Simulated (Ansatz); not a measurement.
## How the functional moves the response of TiOs (Pm-3m) (r²SCAN, PBEsol)

```xyz
2
Lattice="3.0807 0.0000 0.0000 0.0000 3.0807 0.0000 0.0000 0.0000 3.0807" Properties=species:S:1:pos:R:3 pbc="T T T"
Ti    1.5404    1.5404    1.5404
Os    0.0000    0.0000    0.0000
```

This cell (14.62 Å³ an atom) was relaxed by PAW under r²SCAN, and each functional gets its own cell relaxed so. Quantity: elastic moduli (Hill averages, relaxed ions; θ_D from sound speeds over directions).

Runs: (1) r²SCAN, PAW on Ansatz 0.2.0's default frozen-core files (fitted under PBE), scalar-relativistic; k mesh 14×14×14, strains of ±0.008, Fermi-Dirac smearing of 0.100 eV, cutoff 500 eV. (2) PBEsol, PAW on Ansatz 0.2.0's default frozen-core files (fitted under PBE), scalar-relativistic; k mesh 16×16×16, strains of ±0.005, Fermi-Dirac smearing of 0.050 eV, cutoff 420 eV.

Under r²SCAN: B = 263 GPa, G = 145 GPa, C11 = 502 GPa, C44 = 127 GPa, ν = 0.266, θ_D = 443 K.

Task: Which way does PBEsol move the volume, and by how much?

Result: a = 3.062 Å, 14.35 Å³ an atom: 1.8 % smaller.

Task: What does PBEsol give for these quantities?

Result: 

```tsv
quantity	r²SCAN	PBEsol	change
B	263 GPa	266 GPa	+1 %
G	145 GPa	142 GPa	-3 %
C11	502 GPa	490 GPa	-2 %
C44	127 GPa	127 GPa	under 1 %
ν	0.266	0.274	+3 %
θ_D	443 K	437 K	-1 %
```

Caveats: frozen-core PAW files fitted under PBE, their cores solved anew for the functional of the run; responses of metals move with mesh and smearing; no spin-orbit coupling on heavy atoms.
